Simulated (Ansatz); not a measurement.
Question: Re (dhcp (α-La type), space group No. 194) is relaxed with the program Ansatz at the r²SCAN level (PAW). What lattice parameters of the conventional cell result?

Answer: a = 2.759 Å, c = 8.910 Å.

Space group P6_3/mmc (dhcp (α-La type)). The first step of the workflow began from a Materials Project structure, measured or hypothetical. Its sites differ from those of the usual phase in this space group: another stacking or structure type. The cell was relaxed with r²SCAN under the symmetry of its start; of distortions, only those at the zone centre were tested. The run is not spin-polarised. Axis ratios of metals converge slowly with the k-mesh, so a and c are less sure than the volume. Spin–orbit coupling is left out wherever it is not named.

Potentials: the later of the program's two PAW sets.
